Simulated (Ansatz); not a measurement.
TiC:
```yaml
crystal:
  lattice:
    - [2.70361, 0.00000, 0.00000]
    - [0.00000, 2.70361, 0.00000]
    - [0.00000, 0.00000, 2.70361]
  atoms:
    - { symbol: Ti, position: [0.00000, 0.00000, 0.00000] }
    - { symbol: C, position: [0.50000, 0.50000, 0.50000] }
```

Relaxed with r²SCAN. Special points in fractions of this cell's reciprocal vectors: Γ (0.000, 0.000, 0.000); X (0.000, 0.500, 0.000); M (0.500, 0.500, 0.000); R (0.500, 0.500, 0.500).

Question: List the band energies nearest the Fermi level at these points for r²SCAN in the plane-wave PAW code Ansatz.

Answer: In eV from the Fermi level; about four levels below and three above (degenerate sets whole), none deeper than 8.9 eV; … stands for higher levels left out; points with the same levels are listed once.

```json
[
 {"k": "Γ", "below": "-1.61 -1.61", "above": "1.53 1.53 1.53"},
 {"k": "X", "below": "-6.74 -1.04 -1.04 -0.67", "above": "3.66 4.43 …"},
 {"k": "M", "below": "-3.51 -3.51 -0.57", "above": "1.85 1.85 2.96"},
 {"k": "R", "below": "-7.27 -5.73 -5.73 -5.73", "above": "4.70 4.70 …"}
]
```

Space group Pm-3m (CsCl type). The cell is a constructed one: a structure type filled with these elements; neither database checked (COD, Materials Project) lists it. It is not the phase usual at ambient conditions (space group No. 225). Symmetry was held in the r²SCAN relaxation. At this level the phase is mechanically unstable. The run is not spin-polarised.

Potentials: the earlier of the program's two PAW sets.
